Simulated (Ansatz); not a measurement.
CdS (zinc blende)

```
CdS
1.0
    0.00000     2.93890     2.93890
    2.93890     0.00000     2.93890
    2.93890     2.93890     0.00000
S Cd
1 1
Cartesian
  4.40835   4.40835   4.40835
  0.00000   0.00000   0.00000
```

Method: r2SCAN (plane waves to 500 eV, PAW, scalar-relativistic; Ansatz, a quantum-chemistry and plane-wave program). DFPT wavenumbers on a 8×8×8 k mesh, in cm⁻¹; i marks imaginary ones, q is in fractions of the reciprocal vectors of the cell shown, and the three acoustic modes at Γ are left out. The non-analytic (LO-TO) term is not included, so polar modes at Γ have their transverse values. CdS was relaxed with its symmetry unable to fall.

Task: Does any mode at Γ, L = (0.5, 0.0, 0.0), X = (0.5, 0.5, 0.0) come out imaginary?

Result: No imaginary mode at these points (lowest 41 cm⁻¹ at L = (0.5, 0.0, 0.0)); other wave vectors were not tested.

Task: Predict the phonon wavenumbers at Γ, L = (0.5, 0.0, 0.0), X = (0.5, 0.5, 0.0).

Result: 
| q | wavenumbers (cm⁻¹) |
|---|---|
| Γ | 228 (×3) |
| L = (0.5, 0.0, 0.0) | 41 (×2), 136, 247 (×2), 296 |
| X = (0.5, 0.5, 0.0) | 54 (×2), 147, 270 (×2), 286 |
